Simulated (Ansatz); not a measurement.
Problem. Each is relaxed and computed with PBEsol in the plane-wave PAW code Ansatz. Which is the only metal?
A) AlSiCN, P3m1 (Al on 1b, Si on 1c, C on 1b, N on 1c)
B) Al2GaN3, Cm (Pearson symbol mS24)
C) AlV2C, P6_3/mmc (Al on 2c, V on 4f, C on 2a)
D) Mg2C, anti-fluorite

Solution. C, AlV2C, P6_3/mmc (Al on 2c, V on 4f, C on 2a). AlV2C: metal; AlSiCN: gap 3.26 eV (indirect); Al2GaN3: gap 3.26 eV (direct); Mg2C: gap 0.69 eV (indirect). Constructed cells (a structure type filled with these elements, in neither database checked): Mg2C, anti-fluorite. Standing as an ambient phase not checked: AlSiCN, P3m1 (Al on 1b, Si on 1c, C on 1b, N on 1c); Al2GaN3, Cm (Pearson symbol mS24). Perhaps ordered models of mixed-site phases: Al2GaN3, Cm (Pearson symbol mS24). All cells were relaxed under the symmetry of their starts (and spin orders); stability against distortions was not tested throughout. Rows with no word on spin ran without spin polarisation. Spin–orbit coupling is left out wherever it is not named.

Potentials: the later of the program's two PAW sets.
